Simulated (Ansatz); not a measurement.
# Tl3PS4: ³³S NMR of the central transition

Cell: a COD entry, its atoms then relaxed with PBE in this cell.

```cif
data_Tl3PS4
_symmetry_space_group_name_H-M 'Pnma'
_symmetry_Int_Tables_number 62
_cell_length_a 8.7330
_cell_length_b 10.8490
_cell_length_c 8.9590
_cell_angle_alpha 90.000
_cell_angle_beta 90.000
_cell_angle_gamma 90.000
loop_
_atom_site_label
_atom_site_type_symbol
_atom_site_symmetry_multiplicity
_atom_site_Wyckoff_symbol
_atom_site_fract_x
_atom_site_fract_y
_atom_site_fract_z
Tl1 Tl 8 d 0.5576 0.0483 0.1967
Tl9 Tl 4 c 0.3808 0.2500 0.6109
P P 4 c 0.2770 0.2500 0.0271
S17 S 8 d 0.1596 0.0942 0.9648
S25 S 4 c 0.3003 0.2500 0.2579
S29 S 4 c 0.4938 0.2500 0.9367
```

One atom of each set is listed.

Computed with Ansatz: DFT, PBE, plane waves and PAW, scalar-relativistic, 420 eV cutoff, Γ-centred 3×3×3 k-points, Fermi–Dirac smearing 0.02 eV.

³³S has I = 3/2 and Q = -69.40 mb (Pyykkö 2018); at 18.8 T its Larmor frequency is ν₀ = 61.5 MHz. Only the quadrupole interaction is simulated: positions count from each site's isotropic chemical shift, and shift anisotropy, dipolar and J coupling are left out.

Task: Give C_Q, η, the quadrupolar product P_Q = |C_Q|(1 + η²/3)^½, the second-order isotropic shift and the breadth of the pattern (static powder) for each S site.

Result: 

```csv
site,first shell,C_Q (MHz),η,P_Q (MHz),δ_QIS (ppm),breadth (kHz)
S17,1 P at 2.05 Å; also 3 Tl at 3.04–3.25 Å,-28.3,0.14,28.4,-5325,1901
S25,1 P at 2.08 Å; also 5 Tl at 3.07–3.24 Å,-28.0,0.01,28.0,-5196,1677
S29,1 P at 2.06 Å; also 3 Tl at 3.08–3.24 Å,-27.4,0.11,27.4,-4969,1736
```

δ_QIS = −(ν_Q²/30ν₀²)[I(I+1) − 3/4](1 + η²/3) × 10⁶ ppm with ν_Q = 3|C_Q|/[2I(2I−1)]; it falls as 1/B₀² in ppm, and the breadth as 1/B₀ in kHz.

At S17, S25 and S29 V_zz points along its bond to P (within 2°) in each case.

With ν_Q/ν₀ up to 0.23, terms beyond second order are no longer negligible.
